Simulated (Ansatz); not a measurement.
# CoO: energy along a strain

CoO, Fm-3m, a = 4.263 Å (as given, not relaxed at this level: -10.8 GPa). Ansatz: PBEsol, PAW, 420 eV, Γ-centred 20×20×20 mesh on 2 atoms, Gaussian smearing 0.15 eV; collinear spin, largest moment 2.5 μB. Cell vectors (Å): 0.000 2.131 2.131; 2.131 0.000 2.131; 2.131 2.131 0.000. The cell is strained by x per cent times the pattern (0 0 0 0 0 1) in the order xx yy zz yz xz xy (engineering shears), with fractional coordinates held. y is the free energy over the start, V0 = 9.684 Å³/atom. Symmetry makes y even in x.

| x (%) | y (meV/atom) |
| --- | --- |
| -2.00 | ? |
| -1.00 | -0.06 |
| 0.00 | 0.00 |
| 0.50 | -0.01 |
| 1.25 | -0.10 |
| 1.50 | -0.14 |
| 1.75 | -0.19 |

Question: Fit y = c2 x² + c4 x⁴ to the other rows, get the stiffness along the pattern, and predict the missing energy.

Answer: Least squares on the rows shown. y = −0.06172 x² − 0.0001797 x⁴. The clamped-ion stiffness p·C·p = 2 × -0.6172 eV × 160.2 / 9.684 Å³ = -20 GPa, which is C66 in these axes (C44 of the cubic crystal) (second derivative at the start, which stands under stress). With a term in x⁶ added, the coefficient of x² becomes -0.05194, 16 % less, which shows how far this figure hangs on the form. At x = -2.00 the fit asked for gives -0.25 meV/atom. The run gave -0.25 meV/atom, the same to the digits shown.

The cell holds one magnetic atom, so it can only be ferromagnetic; an antiferromagnetic order may lie lower.